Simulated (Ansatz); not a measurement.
Na$_{2}$Te (anti-fluorite)

```xyz
3
Lattice="0.0000 3.6393 3.6393 3.6393 0.0000 3.6393 3.6393 3.6393 0.0000" Properties=species:S:1:pos:R:3 pbc="T T T"
Na     1.8197     1.8197     1.8197
Na     5.4590     5.4590     5.4590
Te     0.0000     0.0000     0.0000
```

E(V) scan at fixed shape, V₀ the volume above. Symmetry pins the atoms to their sites.

The numbers are results of r2SCAN (plane waves to 500 eV, PAW, scalar-relativistic; Ansatz, an electronic-structure program), not measurements. k mesh 8×8×8 (Γ-centred), Fermi-Dirac smearing 0.05 eV. Energies are smeared free energies. Compression counts positive. Na2Te was relaxed with its symmetry unable to fall. Spin-orbit coupling is left out, though Te is heavy. The zero of ΔE is the relaxed starting cell.

| V (Å³/atom) | ΔE (meV/atom) |
|---|---|
| 28.921 | withheld |
| 29.564 | 15.4 |
| 30.206 | 8.3 |
| 30.849 | 3.6 |
| 31.492 | 0.9 |
| 32.134 | 0.0 |
| 32.777 | 0.8 |
| 33.420 | 3.1 |
| 34.063 | 6.7 |
| 34.705 | 11.6 |
| 35.348 | 17.5 |

Question: Fit a third-order Birch-Murnaghan form (E₀, V₀, B₀, B₀′ free) to the given rows and predict ΔE at V = 28.921.

Answer: Least squares on the 10 given rows: ΔE = E₀ + (9V₀B₀/16)·y²·[2 + (B₀′ − 4)y], y = (V₀/V)^(2/3) − 1, with V₀ = 32.136 Å³/atom, B₀ = 20.66 GPa (160.2 GPa = 1 eV/Å³; the term in eV is multiplied by 1000), B₀′ = 4.28, E₀ = 0.01 meV/atom; root-mean-square residual 0.02 meV/atom. At 28.921 the fit gives 25.0 meV/atom; the calculation gives 25.0 meV/atom, the same to the digits shown. For the pressure the fit gives 2.73 GPa against the computed 2.73 GPa.

(A scan under strain: stresses follow from slopes of the energy per volume, elastic moduli from its curvatures.)
